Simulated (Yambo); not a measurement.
RbAuS2O8 (space group P-1, No. 2), G0W0@LDA in Yambo with this input:

```
rim_cut
gw0
dyson
el_el_corr
HF_and_locXC
ppa
em1d
RandQpts= 1000000
RandGvec= 1 Ry
EXXRLvcs= 84 Ry
VXCRLvcs= 336 Ry
Chimod= "HARTREE"
% BndsRnXp
 5 | 286 |
%
NGsBlkXp= 7 Ry
% LongDrXp
 1.0 | 1.0 | 1.0 |
%
PPAPntXp= 27.2114 eV
% GbndRnge
 1 | 286 |
%
GTermKind= "BG"
DysSolver= "n"
ExtendOut
```

On a 2×2×1 mesh, with wavefunctions cut at 84 Ry, the gap ((-0.5, -0.5, 0) → Γ) is 3.801 eV and the valence edge shifts by -0.911 eV.

### Question
What happens with this change: 2 Ry block?

### Answer
The gap rises by 0.382 eV, to 4.183 eV; the shift of the valence edge becomes -1.257 eV. Neither run is shown to be the converged limit.

Spin-orbit coupling is not included.

Geometry of the Materials Project entry, not relaxed at this level; primitive cell a = 4.3562 Å, b = 5.1682 Å, c = 9.0377 Å, α = 76.96°, β = 88.31°, γ = 74.31°.

A shift is the quasiparticle energy of the state minus its LDA energy.
